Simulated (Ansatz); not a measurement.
A geometry of Ti3Al away from equilibrium: step 2 of the relaxation of a relaxed Ti3Al cell shaken by Gaussian noise of σ = 0.08 Å a coordinate. Calculation: r2SCAN (plane waves to 500 eV, PAW, scalar-relativistic; Ansatz, a program for electronic structure). Γ-centred k-mesh 5×5×11 on the run's cell (coarser than for final values), Fermi–Dirac smearing 0.05 eV.

```
Ti3Al
1.0
    7.50999    -0.01495    -0.02037
   -3.76794     6.55855    -0.03569
   -0.00786    -0.02045     2.90656
Ti Al
6 2
Cartesian
  2.28666   0.08740   0.00280
  1.08235   2.14054   1.41111
 -1.18983   2.10010  -0.06385
  5.28716   0.00870   1.42911
  2.61213   4.52752  -0.06130
 -2.60118   4.45911   1.38887
 -0.04485   4.47969   0.55932
  3.69406   2.14978   1.95248
```

Question: Predict the force on each atom, in eV/Å.

Answer: 
```tsv
atom	Fx	Fy	Fz
Ti1	-0.51	0.04	-0.14
Ti2	-0.05	0.03	0.06
Ti3	-0.47	0.08	0.20
Ti4	0.09	-0.16	-0.06
Ti5	0.05	-0.28	0.04
Ti6	0.41	0.44	0.20
Al7	0.30	-0.05	-0.17
Al8	0.18	-0.09	-0.13
```

Question: What is the pressure?

Answer: +1.1 GPa, compression positive.

Question: How far above the relaxed end point is this geometry?

Answer: 0.39 eV/atom; the path ends in P2₁/m (No. 11).

No spin polarisation in the result.

The end of the path is a generated cell of Ti3Al: the first start was made by placing the elements on the sites of a structure type, and the end was not matched to a known phase here, so it may be hypothetical. Known forms of Ti3Al include space group No. 194.
